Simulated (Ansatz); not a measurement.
# Elastic constants of InAs at 7 GPa (stress–strain coefficients): input and output

These are results of DFT LDA, scalar-relativistic, plane waves, PAW in Ansatz 0.2.0, not measurements.

Launched with:
```bash
ansatz run input.yaml --threads 1 --pin off --max-ram 3072MiB --backend cpu --events-out ev --progress --plain --runs-dir out
```

Input (bare energies are in eV):
```yaml
crystal:
  lattice:
    - [0.0, 2.9207691722, 2.9207691722]
    - [2.9207691722, 0.0, 2.9207691722]
    - [2.9207691722, 2.9207691722, 0.0]
  atoms:
    - { symbol: In, position: [0.0, 0.0, 0.0] }
    - { symbol: As, position: [0.75, 0.75, 0.75] }
basis:
  ecutwfc: 420
kpoints:
  mp_grid: { grid: [12, 12, 12] }
hamiltonian:
  xc: lda
scf:
  occupations: { method: fermi_dirac, width: 0.15 }
output:
  forces: true
  stress: true
  eigenvalues: true
elastic:
  mode: relaxed_ion
  amplitude: 0.005
```

From the output:
```
--- Elastic constants: 2 strain directions × 4 members + reference (group order 24) ---
  dense FFT box of the reference and of every strained cell: 30×30×30
  strains applied: 11, 23; error gains: componentwise 1.00 (the most a stress slope's error grows in a printed constant), spectral 1.73 (1 for all six strains in a standard setting)
  C = ∂σ_k/∂η_j (tension-positive GPa; Voigt order 11 22 33 23 13 12):
       112.886     80.430     80.430     -0.000     -0.000     -0.000
        80.430    112.886     80.430     -0.000     -0.000      0.000
        80.430     80.430    112.886     -0.000      0.000     -0.000
         0.000     -0.000     -0.000     37.635     -0.000     -0.000
        -0.000     -0.000      0.000      0.000     37.635     -0.000
        -0.000      0.000     -0.000      0.000     -0.000     37.635
  reference stress σ⁰ (GPa):     -6.992     -6.992     -6.992     -0.000      0.000      0.000
  C* (energy form; C + prestress term) asymmetry max|C*_kj − C*_jk| = 1.421e-14 GPa — a small one proves nothing (zero by symmetry where the batch's group is 432, −43m or m−3m); a large one is finite-difference/SCF noise where every solve ...
  moduli (Voigt/Reuss/Hill, GPa): K = 91.25/91.25/91.25   G = 29.07/24.64/26.85   E = 73.37   ν = 0.366
  mechanically stable: yes (min eigenvalue of sym C = 32.46 GPa)
  strain η (Voigt 11):  stress-route row diagonal C_11 = 112.89 GPa, energy-path curvature d²(F+E_count+ΔE)/dδ²/Ω₀ = 112.89 GPa
    cells at ±δ against ±2δ: C31 80.44 and 80.47 GPa, apart by 0.03 % of the column's largest entry
         δ    σ_11 (GPa) F (eV) n_scf n_hpsi n_pw
    -1.000e-2      -8.1329      -10231.1260107       8   61344    982   relax 0 steps, max|allowed force component| 3.12e-17 eV/Å
    -5.000e-3      -7.5598      -10231.1382121       3   39890    982   relax 0 steps, max|allowed force component| 3.12e-17 eV/Å
     5.000e-3      -6.4309      -10231.1599614       4   43176    992   relax 0 steps, max|allowed force component| 3.12e-17 eV/Å
     1.000e-2      -5.8754      -10231.1695350       6   48284    998   relax 0 steps, max|allowed force component| 3.12e-17 eV/Å
  strain η (Voigt 23):  stress-route row diagonal C_44 = 37.63 GPa, energy-path curvature d²(F+E_count+ΔE)/dδ²/Ω₀ = 41.13 GPa
    cells at ±δ against ±2δ: C44 37.63 and 37.62 GPa, apart by 0.02 % of the column's largest entry
         δ    σ_23 (GPa) F (eV) n_scf n_hpsi n_pw
    -1.000e-2      -0.3762      -10231.1488842       2   48854    986   relax 3 steps, max|allowed force component| 7.52e-6 eV/Å
    -5.000e-3      -0.1882      -10231.1493650       2   48936    988   relax 2 steps, max|allowed force component| 1.26e-5 eV/Å
     5.000e-3       0.1882      -10231.1493650       2   48902    988   relax 2 steps, max|allowed force component| 1.17e-9 eV/Å
     1.000e-2       0.3762      -10231.1488842       2   49013    986   relax 2 steps, max|allowed force component| 2.11e-5 eV/Å
```

The run took 3.8 min on 1 thread of Intel(R) Xeon(R) Platinum 8375C CPU @ 2.90GHz (Ice Lake), on a shared host, peak memory 0.61 GiB.

With next to no gap, frequencies and elastic constants depend on the k mesh and the smearing, soft modes and shear constants most. At this pressure the crystal is close to a known change of phase.

On the mesh the filled and empty bands stay 0.09 eV apart, little enough for the smearing to populate both, so at this level the crystal is a narrow-gap semiconductor or semimetal, not an ordinary metal; spin–orbit coupling, left out, can open or move such a gap.